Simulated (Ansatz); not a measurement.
Level: r2SCAN, no spin polarisation; 500 eV; 8×8×8 Γ-centred mesh; fermi-dirac occupations (width 0.1 eV); Ansatz 0.2.0, fixed geometry.

Computed maps in the lattice plane spanned by a (left to right, 4.12 Å, 12 points from zero) and b (bottom to top, 4.12 Å, 12 points from zero), 90° apart, at height 0.000 along c. The fields are smooth PAW ones with compensation charges, not the true ones near nuclei.

Valence density. Digits on a logarithmic scale: 0 up to 0.03 e/Å³, each further digit a factor of 1.6, 9 from 1.3 e/Å³ up:
```
445699999654
555679997655
766567776566
997668986679
999789998799
999799999799
999789998799
997668986679
766567776566
555679997655
445699999654
445799999754
```

Q: The cell is La2Ru2Se2O3. Which atoms lie within 0.2 Å of this plane, and where (fractions of a and b)?

A: O at (0.50, 0.50), Ru at (0.00, 0.50), Ru at (0.50, 0.00). The whole cell:
```xyz
9
Lattice="0.0000 4.1173 0.0000 4.1173 0.0000 0.0000 2.0587 2.0586 -9.3173" Properties=species:S:1:pos:R:3 pbc="T T T"
O     4.1173    2.0586   -4.6586
O     2.0587    4.1173   -4.6587
O     2.0587    2.0586    0.0000
Se    2.0587    2.0586   -7.5409
Se    4.1173    4.1173   -1.7764
Ru    2.0587    0.0000    0.0000
Ru    0.0000    2.0586    0.0000
La    4.1173    4.1173   -5.8941
La    2.0587    2.0586   -3.4232
```

Origin: a known structure type with other elements, at an estimated volume, so it need not be a known compound. Caveats: many states at the Fermi level without spin polarisation, so a magnetic state may lie lower; f levels without a U or exact exchange are poorly placed.
